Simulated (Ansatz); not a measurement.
## SnO: from a starting cell to a relaxed one

The start is a generated trial cell of SnO in the NiAs structure type. A full variable-cell relaxation at zero pressure is run with PBEsol (plane waves to 420 eV, PAW, scalar-relativistic; Ansatz, a quantum-chemistry and plane-wave program). The first steps use a coarse 8×8×5 k-mesh.

Initial structure:
```
CELL_PARAMETERS angstrom
      3.51274     0.00000     0.00000
     -1.75637     3.04212     0.00000
      0.00000     0.00000     4.89590
ATOMIC_POSITIONS crystal
  Sn 0.00000 0.00000 0.00000
  Sn 0.00000 0.00000 0.50000
  O  0.33333 0.66667 0.25000
  O  0.66667 0.33333 0.75000
```

- Initial pressure: +43 GPa (positive: the cell is compressed)
- Outcome: The space group stays P6₃/mmc (No. 194) (the run could not lower it); the end is NiAs type, with 4 atoms in the primitive cell
- Energy released: 0.59 eV/atom
- Band gap at the end: zero (metallic)
- Optimiser moves: 23

Final values are on a 16×16×7 k-mesh of the relaxed cell. No spin polarisation in the result.

The run could not lower the symmetry of its start; a shaken copy of this end point relaxes with PBEsol to P2₁/m (No. 11), 0.44 eV/atom lower.

The relaxed structure here is a generated cell of SnO: the first start was made by placing the elements on the sites of a structure type, and the end was not matched to a known phase here, so it may be hypothetical. Known forms of SnO include space group No. 129.
